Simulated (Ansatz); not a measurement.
Ta$_{2}$C:
```
CELL_PARAMETERS angstrom
      3.07588     0.00000     0.00000
     -1.53794     2.66379     0.00000
      0.00000     0.00000     4.89136
ATOMIC_POSITIONS crystal
  Ta 0.33333 0.66667 0.25322
  Ta 0.66667 0.33333 0.74678
  C  0.00000 0.00000 0.00000
```

Relaxed with LDA. Special points in fractions of this cell's reciprocal vectors: Γ (0.000, 0.000, 0.000); M (0.500, 0.000, 0.000); K (0.333, 0.333, 0.000); A (0.000, 0.000, 0.500); L (0.500, 0.000, 0.500); H (0.333, 0.333, 0.500).

**Question.** List the band energies nearest the Fermi level at these points for LDA in the plane-wave PAW code Ansatz.

**Answer.** In eV from the Fermi level; about four levels below and three above (degenerate sets whole), none deeper than 8.9 eV; points with the same levels are listed once.

```
k                    below                above
-  -----------------------  -------------------
Γ  -6.89 -3.61 -3.61 -2.81       0.01 0.54 0.54
M  -4.03 -3.79 -1.72 -0.14       3.43 3.58 4.85
K  -3.84 -2.54 -1.75 -1.75       2.68 2.68 3.82
A  -1.82 -1.46 -0.28 -0.28  3.09 3.09 3.59 3.59
L  -3.56 -2.53 -1.03 -0.87       1.59 1.60 4.46
H  -4.12 -1.56 -1.05 -1.05       1.35 2.51 2.51
```

Space group P-3m1. The workflow started from a Materials Project entry (that database holds measured and hypothetical structures alike); the Crystallography Open Database files this formula in space group No. 164, but the cells were not matched. Whether it is the stable phase at ambient conditions was not checked. The LDA relaxation kept the symmetry of its start; of distortions, only those at the zone centre were tested. No spin polarisation was allowed. Spin–orbit coupling is left out wherever it is not named.

Potentials: the later of the program's two PAW sets.
